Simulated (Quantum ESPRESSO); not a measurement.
# Where does F sit best among O sites?

The results below are calculated, not measured. They come from pw.x of Quantum ESPRESSO 7.5, a plane-wave density functional program, with PseudoDojo standard norm-conserving files (v0.5 for PBE, v0.4.1 for LDA and PBEsol). The cells are made up: elements, strain and atom displacements were drawn at random, and nothing was relaxed. There is no spin polarisation, spin-orbit coupling or dispersion term.

The cell has 10 sites of a corundum lattice. Sites 1 to 4 hold Al Al Al Ge; sites 5 to 10 hold X X N O X X. Cell vectors in Å: (2.519, 1.290, 4.508); (-2.437, 1.357, 4.442); (0.098, -2.840, 4.537). Settings: PBE, cutoff 1143 eV, 7 x 7 x 7 k mesh shifted by half a step, Fermi-Dirac smearing of 0.1 eV.

In each run one of the sites marked X holds F and the others hold O; cell and positions stay the same. E is the free energy of the cell.

| site of the guest | first shell | mean distance (Å) | E above the lowest (eV) | P (GPa) | force on the guest (eV/Å) |
| --- | --- | --- | --- | --- | --- |
| 5 | Al3Ge | 2.051 | 0.000 | 20.20 | 5.319 |
| 6 | Al3Ge | 2.013 | 0.025 | 19.74 | 3.529 |
| 9 | Al3Ge | 1.936 | 0.926 | 19.18 | 2.469 |
| 10 | Al3Ge | 1.933 | 0.876 | 19.60 | 2.902 |

A rerun of one of these cells at 1437 eV and k mesh 9 x 9 x 9 moved values by no more than 0.003 eV in the cell's energy, 0.02 GPa in stress and 0.002 eV/Å in force.

## Reading the table

Site 5 is lowest, by 0.025 eV, over three times the rerun's bound. A straight line of energy against the mean distance has a slope of -8.5 ± 1.6 eV/Å, so the guest costs less on the roomier sites. The positions are random and not relaxed, so the differences hold for this frozen cell and are not site preferences of a real crystal.